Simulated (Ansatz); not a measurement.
Level of theory: DFT PBE, scalar-relativistic, plane waves, PAW (Ansatz). All cells share a 420 eV cutoff and Γ-centred k meshes spaced at most about 0.3 Å⁻¹ (about 0.25 or finer for metals, 2π included). No spin polarisation in the final relaxations.

Temperature and zero-point effects are left out. All come from trial cells, and lower structures may exist.

Problem. Which of these relaxed structures of ScSi4O is the lowest in energy?
A.

```
CELL_PARAMETERS angstrom
0.00000 3.50733 3.50733
3.50733 0.00000 3.50733
3.50733 3.50733 0.00000
ATOMIC_POSITIONS crystal
Sc 0.00000 0.00000 0.00000
Si 0.37630 0.37630 0.37630
Si 0.87111 0.37630 0.37630
Si 0.37630 0.37630 0.87111
Si 0.37630 0.87111 0.37630
O 0.75000 0.75000 0.75000
```

B.

```
CELL_PARAMETERS angstrom
2.53200 -5.32197 0.00000
2.53200 5.32197 0.00000
0.00000 0.00000 3.40329
ATOMIC_POSITIONS crystal
Sc 0.00000 0.00000 0.00000
Si 0.62140 0.37860 0.00000
Si 0.37860 0.62140 0.00000
Si 0.50000 0.00000 0.50000
Si 0.00000 0.50000 0.50000
O 0.50000 0.50000 0.50000
```

C.

```
CELL_PARAMETERS angstrom
4.97620 0.00000 0.00000
0.00000 4.97620 0.00000
0.00000 0.00000 4.69408
ATOMIC_POSITIONS crystal
Sc 0.00000 0.00000 0.50000
Si 0.00000 0.50000 0.50000
Si 0.50000 0.00000 0.50000
Si 0.00000 0.50000 0.00000
Si 0.50000 0.00000 0.00000
O 0.50000 0.50000 0.50000
```

D.

```
CELL_PARAMETERS angstrom
4.80894 0.00000 0.00000
-2.40447 4.16467 0.00000
0.00000 0.00000 4.66334
ATOMIC_POSITIONS crystal
Sc 0.00000 0.00000 0.50000
Si 0.33333 0.66667 0.00000
Si 0.66667 0.33333 0.00000
Si 0.33333 0.66667 0.50000
Si 0.66667 0.33333 0.50000
O 0.00000 0.00000 0.00000
```

Solution. D. It has space group P6/mmm (No. 191); the next, A, with space group F-43m (No. 216), lies 15 meV/atom higher. The shortest distance is 2.33 Å (Sc–O and Si–Si) in the lowest and 2.45 Å (Si–Si) in the next. The lowest holds Si–Si chains (shortest 2.33 Å); the next holds Si–Si bonds in all directions (shortest 2.45 Å).

The k mesh leaves some 4 meV/atom of noise in the energy of each metallic cell. Cells relaxed within their symmetry can be saddle points. Some types were kept out of the candidates beforehand, so the set may lack a known form.
